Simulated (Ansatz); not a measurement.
The start is a generated cell, WSe2 built in the rutile structure type. A full variable-cell relaxation at zero pressure is run with PBE (plane waves to 420 eV, PAW, scalar-relativistic; Ansatz, a first-principles code). First-step values are on the input's coarse k-mesh.

Ansatz input (later rounds restart from its end on a renewed k-mesh):
Ansatz 0.2 input:
```yaml
crystal:
  lattice:
    - [6.186082, 0, 0]
    - [0, 6.186082, 0]
    - [0, 0, 3.983868]
  atoms:
    - { symbol: W, position: [0, 0, 0] }
    - { symbol: W, position: [0.5, 0.5, 0.5] }
    - { symbol: Se, position: [0.30496, 0.30496, 0] }
    - { symbol: Se, position: [0.80496, 0.19504, 0.5] }
    - { symbol: Se, position: [0.19504, 0.80496, 0.5] }
    - { symbol: Se, position: [0.69504, 0.69504, 0] }
basis: { ecutwfc: 420, ecutrho_ratio: 4, xc_grid: 2, fft_grid_basis: typed }
kpoints: { mp_grid: { grid: [4, 4, 6] } }
hamiltonian:
  xc: pbe
  dispersion: none
  pseudopotentials: { azcp: { folder: ./paw }, kind: paw }
scf: { occupations: { method: fermi_dirac, width: 0.05 } }
relax: { f_tol: 0.01, max_steps: 100, cell: { stress_tol: 0.02 } }
output: { forces: true, stress: true }
```

Q: What pressure does the first self-consistent step give?

A: -10 GPa (negative: the cell is under tension).

Q: By how much does the energy per atom fall from start to end?

A: 0.21 eV/atom.

Q: How do the shortest distances between atoms change?

A: The closest pairs of elements (up to four, under 3.6 Å), start → end: Se–W 2.62 → 2.51 Å; W–W 3.98 → 3.38 Å; Se–Se 3.41 → 3.38 Å.

Q: Is the relaxed structure metallic? Give its gap.

A: Zero (metallic).

Q: Give the final cell and atomic positions.

A: 
```cif
data_Se4W2
_chemical_formula_sum 'W2 Se4'
_space_group_name_H-M_alt 'P42/mnm'
_space_group_IT_number 136
_space_group_name_Hall '-P 4n 2n'
_cell_length_a 6.20692
_cell_length_b 6.20692
_cell_length_c 3.38439
_cell_angle_alpha 90.000
_cell_angle_beta 90.000
_cell_angle_gamma 90.000
loop_
_atom_site_label
_atom_site_type_symbol
_atom_site_symmetry_multiplicity
_atom_site_Wyckoff_symbol
_atom_site_fract_x
_atom_site_fract_y
_atom_site_fract_z
_atom_site_occupancy
W1 W 2 a 0.00000 0.00000 0.00000 1
Se1 Se 4 g 0.21365 0.21365 0.50000 1
```

The space group stays P4₂/mnm (No. 136) (the run could not lower it); the end is rutile type, with 6 atoms in the primitive cell. Final values are on a 8×8×14 k-mesh of the relaxed cell. No spin polarisation in the result.

The run could not lower the symmetry of its start; a shaken copy of this end point relaxes with PBE to Pnnm (No. 58), 0.08 eV/atom lower.

The relaxed structure here is a generated cell of WSe2: the first start was made by placing the elements on the sites of a structure type, and the end was not matched to a known phase here, so it may be hypothetical. Known forms of WSe2 include space group No. 194.
